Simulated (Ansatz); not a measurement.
A trial cell of Hf3Ta2F, before relaxation:

```xyz
6
Lattice="2.6868 1.5512 4.1109 -2.6868 1.5512 4.1109 0.0000 -3.1024 4.1109" Properties=species:S:1:pos:R:3 pbc="T T T"
Hf   -1.3434    0.7756    2.0555
Hf    1.3434    0.7756    2.0555
Hf    0.0000   -1.5512    2.0555
Ta    0.0000    0.0000    7.7355
Ta    0.0000    0.0000    4.5973
F     0.0000    0.0000    0.0000
```

All numbers below come from DFT PBE, scalar-relativistic, plane waves, PAW (Ansatz 0.2.0). Cutoff 420 eV, Gaussian smearing, Γ-centred meshes. Cell and atoms relax first on a coarse mesh and then on a finer one. In between, the cell is made exact in the group found at 0.06 Å. In metals the finer mesh still leaves noise of several meV/atom or more. The steps can't lower the symmetry of their start. No spin polarisation in the relaxation; trial moments died out in a coarse test.

A guess keeps its type if space group and coordination stay and the shape of the cell changes little (axis ratios within about 15 %, angles within 6°); the volume may change.

Question: Will the relaxed cell still be of the starting type?

Answer: It doesn't keep its type. The symmetry stays R-3m (No. 166). The volume per atom grows by 10.4 %, from 17.1 to 18.9 Å³. The shortest distance goes from 2.58 Å (Hf–F) to 2.43 Å (Ta–Ta). The ratio c/a of the conventional cell changes by a factor of 0.71. Counting neighbours within 15 % of an atom's shortest distance, the start has F 6, Hf 6, Ta 16 and the end F 6, Hf 4, Ta 1. In detail, at the end Hf has 2 F at 2.47 Å, 2 Ta at 2.82 Å, 4 Hf at 3.11 Å, 4 Ta at 3.34 Å and 4 Hf at 3.84 Å; Ta is surrounded by 1 Ta at 2.43 Å, 3 Hf at 2.82 Å, 6 Hf at 3.34 Å, 3 F at 3.62 Å and 3 Ta at 3.71 Å; around F lie 6 Hf at 2.47 Å.

Space group R-3m:H (No. 166). a = 6.215 Å, b = 6.215 Å, c = 10.174 Å, α = 90.00°, β = 90.00°, γ = 120.00°
| atom | site | symmetry | x | y | z |
| --- | --- | --- | --- | --- | --- |
| Hf | 9d | .2/m | 0.8333 | 0.1667 | 0.1667 |
| Ta | 6c | 3m | 0.3333 | 0.6667 | 0.2862 |
| F | 3a | -3m | 0.0000 | 0.0000 | 0.0000 |

The last run used a 12×12×12 mesh for its 6-atom cell and Gaussian smearing of 0.10 eV. These runs have no spin–orbit coupling, which can matter for Hf and Ta. Symmetry constrained the relaxation, so the result can be a saddle point. Another cell of Hf3Ta2F relaxed alike, in P-3m1, lies 146 meV/atom lower, so this cell isn't the stable form at this level.
